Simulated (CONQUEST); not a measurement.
Worked example: self-consistent single point of TiO2 (P1, 6 atoms in the cell; from Materials Project mp-2657, changed as shown) in CONQUEST.

Method: LDA (PW92), numerical atomic orbitals double-zeta with polarisation (the shipped basis), PseudoDojo norm-conserving potentials made for LDA (CONQUEST).

The change in words: atoms moved at random. Reference geometry (P4_2/mnm):
```
CELL_PARAMETERS angstrom
      4.59984     0.00000     0.00000
      0.00000     4.59984     0.00000
      0.00000     0.00000     2.95921
ATOMIC_POSITIONS crystal
  Ti 0.50000 0.50000 0.00000
  Ti 0.00000 0.00000 0.50000
  O  0.69568 0.69568 0.50000
  O  0.30432 0.30432 0.50000
  O  0.80432 0.19568 0.00000
  O  0.19568 0.80432 0.00000
```

Reference input (self-consistent single point, DFT, LDA (PW92), numerical atomic orbitals double-zeta with polarisation (the shipped basis), PseudoDojo norm-conserving potentials made for LDA): basis = DZP; Diag.MPMeshX, Y, Z = 4 4 6; potentials = PseudoDojo norm-conserving LDA; Grid.GridCutoff = 140 Ha; DM.SolutionMethod = diagon; Diag.kT = 0.000367 Ha; Diag.GammaCentred = true; minE.SCTolerance = 1.0e-07; SC.MaxIters = 100; SC.LinearMixingFactor = 0.3; AtomMove.TypeOfRun = static. This run's input differs from it in these lines:

```diff
@@ -34,8 +34,8 @@
 6
-    0.500000000     0.500000000     0.000000000  1 T T T
-    0.000000000     0.000000000     0.500000000  1 T T T
-    0.695680000     0.695680000     0.500000000  2 T T T
-    0.304320000     0.304320000     0.500000000  2 T T T
-    0.804320000     0.195680000     0.000000000  2 T T T
-    0.195680000     0.804320000     0.000000000  2 T T T
+    0.499071000     0.513319000     0.996402000  1 T T T
+    0.000820000     0.974262000     0.495134000  1 T T T
+    0.693690000     0.714566000     0.480733000  2 T T T
+    0.318056000     0.293778000     0.513566000  2 T T T
+    0.805096000     0.199860000     0.011435000  2 T T T
+    0.183268000     0.804214000     0.002730000  2 T T T
```

The program printed (abridged):

```
    new_SC_potl: Starting.  Tolerance:  0.10000E-06

    PulayMixSC: Starting Pulay mixing, A_up =  0.300 A_dn =  0.300
    PulayMixSC: Spin non-polarised calculation.
          Harris-Foulkes Energy            :      -185.318681945210983 Ha
          (TS=0 as O(N) or entropic contribution is negligible)
          DFT Total Energy                 :      -184.306317029969108 Ha
          Total number of electrons        :        48.000000000000334
    PulayMixSC: Pulay iteration     1 residual:              0.97579E-02
          Harris-Foulkes Energy            :      -185.038867449702451 Ha
   [... lines left out ...]
          (TS=0 as O(N) or entropic contribution is negligible)
          DFT Total Energy                 :      -185.026040867215841 Ha
          Total number of electrons        :        48.000018544644504
    PulayMixSC: Pulay iteration    14 residual:              0.14060E-06
          Harris-Foulkes Energy            :      -185.026040867322422 Ha
          (TS=0 as O(N) or entropic contribution is negligible)
          DFT Total Energy                 :      -185.026040867302584 Ha
          Total number of electrons        :        48.000018545071455
    PulayMixSC: Pulay iteration    15 residual:              0.65418E-07
    PulayMixSC: Reached SCF tolerance of  0.65418E-07 after     15 iterations
      | Number of electrons      =        48.000019
      |* band energy as 2Tr[K.H] =       -45.881303150528765 Ha
      |  screened ion-ion energy =      -143.336702574525447 Ha
      |  Ha correction           =        -0.019522835815824 Ha
      |  XC correction           =         4.211487378082952 Ha
      |* Harris-Foulkes energy   =      -185.026040867322422 Ha
      |* DFT total energy        =      -185.026040867302584 Ha
      |  estimated accuracy      =        -0.000000000019838 Ha

    force: Forces on atoms (Ha/a0)
    force:  Atom   X              Y              Z
    force:     1   0.0027567305  -0.0509928920  -0.0035545202
    force:     2  -0.0124165127   0.0600171234   0.0009716072
   [... lines left out ...]
    force: Maximum force :        0.06001712(Ha/a0) on atom         2 in y direction
   [... lines left out ...]
    force: Force Residual:        0.03734431 Ha/a0
    force: Total stress:          2.09543116    -1.59786137    -0.52011013 GPa
                            -1.59786137     7.03549563    -1.53395386
                            -0.52011013    -1.53395386     4.49502372
    force: Average pressure:     -4.54198350 GPa

    force: Finished force
    get_E_and_F: Change in energy during last step of electronic optimisation:  0.34504E-10
```

The run converged in 15 iterations. CONQUEST prints the stress tensor with tension positive. Against the reference run the free energy rises by 60.2 meV/atom, the pressure goes from -6.62 to -4.54 GPa, the largest force goes from 0.128 to 3.152 eV/Å and the gap on the mesh goes from 1.661 to 1.307 eV.

The program uses no crystal symmetry, so grid and mesh can part values that symmetry would make equal. The atom-centred basis is finite, which shifts total energies, pressures, gaps and forces against plane waves. Forces above 1 eV/Å remain at this geometry, of which the finite basis can carry a part. The structure comes from a collection of computed structures, made at another level of theory; the collection holds predicted forms beside known ones.

Cost on one core: around 100 core-seconds (rough).
